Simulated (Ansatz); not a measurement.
## Electric field gradients in WC under strain

The cell is a COD entry, relaxed with PBE at fixed cell and then changed (z stretched by 3 %, ions relaxed).

```xyz
2
Lattice="2.8982 0.0000 0.0000 -1.4491 2.5099 0.0000 0.0000 0.0000 2.9163" Properties=species:S:1:pos:R:3 pbc="T T T"
W     0.0000    0.0000    0.0000
C     1.4491    0.8366    1.4582
```

Atom numbers follow the list; atoms alike are taken as one site, whose name carries the number of the first.

Method: Kohn–Sham DFT in Ansatz, PBE, plane waves and PAW, scalar-relativistic, collinear spin, 420 eV cutoff, Γ-centred 18×18×16 k-points, Fermi–Dirac smearing 0.05 eV. Start moments as typed (μB): 2 on each W, none on the rest.

Conventions: |V_zz| ≥ |V_yy| ≥ |V_xx|, η = (V_xx − V_yy)/V_zz, C_Q = eQV_zz/h.

| site | atoms (order as listed) | first shell | V_zz (10²¹ V/m²) | η | C_Q (MHz) |
| --- | --- | --- | --- | --- | --- |
| W | 1 | 6 C at 2.22 Å | -6.71 | 0.00 | – |
| C | 2 | 6 W at 2.22 Å | 0.17 | 0.00 | – |

An axis of threefold or higher order runs through W and C, so V_zz lies along it and η is zero.

W, C have no stable isotope with a ground-state quadrupole moment in the table, so no C_Q is given.

With no gap above 0.1 eV, as in a metal, the gradients converge slowly in k; expect changes of a tenth or more on a denser mesh. Without spin–orbit coupling the gradients at and beside W can be off by some per cent, at some sites by more. The start moments die out, and the run ends without spin.
